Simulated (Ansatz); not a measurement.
NaCl:
```
NaCl
1.0
    0.00000     2.73214     2.73214
    2.73214     0.00000     2.73214
    2.73214     2.73214     0.00000
Na Cl
1 1
Cartesian
  0.00000   0.00000   0.00000
  2.73214   2.73214   2.73214
```

Relaxed with DFT-LDA in the program Ansatz with PAW potentials. Indices refer to the conventional cell of Fm-3m, a = b = c = 5.4643 Å, α = β = γ = 90.00°.

### Question
Simulate the powder diffraction pattern (Ag Kα, λ = 0.560885 Å; lines above 1 %) up to 2θ = 30°.

### Answer
Simulated powder pattern, Ag Kα, λ = 0.560885 Å (kinematic, ideal powder, no thermal factors, no anomalous dispersion; the 30 strongest lines at most, above 1 %, up to 2θ = 30°):

```csv
2θ (°),d (Å),I/Imax (%),hkl
10.20,3.155,7.8,(111)
11.78,2.732,100,(200)
16.69,1.932,71,(220)
19.60,1.648,2.3,(311)
20.48,1.577,25,(222)
23.69,1.366,11,(400)
25.85,1.254,1.3,(331)
26.54,1.222,31,(420)
29.12,1.115,22,(422)
```

The cell was relaxed with LDA under the symmetry of its start.

Potentials: the earlier of the program's two PAW sets. The files were generated under PBE; for other functionals the program regenerates the frozen cores, and for LDA and PBEsol the local potential too.
